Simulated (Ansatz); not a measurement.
Two-dimensional strain map in KCaF₃

The calculation used DFT PBEsol, scalar-relativistic, plane waves, PAW in Ansatz. Settings: plane waves to 420 eV, k-mesh 6×6×6 (Γ-centred), Gaussian smearing 0.05 eV. No spin polarisation. Energies are free energies at this smearing, counted from the undisturbed cell; pressure is positive in compression.

Zero of the scan (as given, not relaxed at this level; it stands at -2.4 GPa, and it needn't be the usual structure):

```yaml
crystal:
  lattice:
    - [4.48173, 0.00000, 0.00000]
    - [0.00000, 4.48173, 0.00000]
    - [0.00000, 0.00000, 4.48173]
  atoms:
    - { symbol: K, position: [0.50000, 0.50000, 0.50000] }
    - { symbol: Ca, position: [0.00000, 0.00000, 0.00000] }
    - { symbol: F, position: [0.00000, 0.50000, 0.00000] }
    - { symbol: F, position: [0.00000, 0.00000, 0.50000] }
    - { symbol: F, position: [0.50000, 0.00000, 0.00000] }
```

The cell is strained by p along both x and y and by q along z, fractional coordinates fixed. Points are written (p, q).

Energy above the undisturbed cell in meV/atom (a dash: not computed):

```
 p \ q  -0.030  -0.015  0.000  0.015  0.030
-0.030    -2.0    -4.1   -3.2    0.0    5.4
-0.015    -5.7       ?   -5.0   -0.8      ?
 0.000    -2.5       ?    0.0    5.1   12.1
 0.015     6.3       ?   10.6   16.5   24.4
 0.030    20.0    21.6   25.9   32.6   41.2
```

Problem. Fill in the withheld energies.

Solution. (-0.015, -0.015): -6.8; (-0.015, 0.030): 5.5; (0.000, -0.015): -2.7; (0.015, -0.015): 7.0.

Symmetry holds off the tilts and polar distortions that many cubic perovskites undergo.